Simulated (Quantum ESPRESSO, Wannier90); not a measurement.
## Tight-binding from DFT: Ni3Sn (Fm-3m)

```xyz
4
Lattice="0.0000 2.9323 2.9323 2.9323 0.0000 2.9323 2.9323 2.9323 0.0000" Properties=species:S:1:pos:R:3 pbc="T T T"
Ni     2.9323     2.9323     2.9323
Ni     1.4662     1.4662     1.4662
Ni    -1.4662    -1.4662    -1.4662
Sn     0.0000     0.0000     0.0000
```

Cell from Materials Project (mp-11523), symmetrised, no further relaxation. COD (Crystallography Open Database) has the formula in 3 space groups, this one among them (matched by group alone). Method: PBEsol plane waves in Quantum ESPRESSO 7.5 (PseudoDojo norm-conserving files, 79 Ry, no spin polarisation, no spin-orbit coupling), Bloch states on a 4×4×4 mesh through Γ, Wannier90 4.0.1. Density: 12×12×12 mesh, cold smearing 0.01 Ry. A non-magnetic state is assumed; magnetic ones were not tried. Spin-orbit coupling is left out although heavy elements are present.

A tight-binding model is made by disentanglement and projection with no localisation steps (num_iter = 0), so the 31 orbitals stay atom-like: hydrogen-like Ni: s;p;d; Sn: s;p, axes along x, y, z; frozen window up to 1.50 eV relative to the Fermi level. It follows pw.x to 13 meV rms for states up to 1.0 eV relative to the Fermi level. Matrix elements depend on this choice of orbitals and windows.

Q: What are the on-site energies relative to the Fermi level, and how fast do the hoppings decay?

A: 
```
atom     orbitals  energy (eV)
----  -----------  -----------
Ni1             s         5.45
Ni1      pz px py        10.78
Ni1    dz2 dx2-y2        -1.40
Ni1   dxz dyz dxy        -1.48
Ni2             s         4.73
Ni2      pz px py        10.31
Ni2    dz2 dx2-y2        -1.69
Ni2   dxz dyz dxy        -1.89
Ni3             s         4.73
Ni3      pz px py        10.31
Ni3    dz2 dx2-y2        -1.69
Ni3   dxz dyz dxy        -1.89
Sn4             s         0.03
Sn4      pz px py         7.77
```

```
distance of the centres (Å)  largest modulus (eV)
---------------------------  --------------------
2–3                                           2.2
4–5                                          0.25
5–6                                          0.24
```
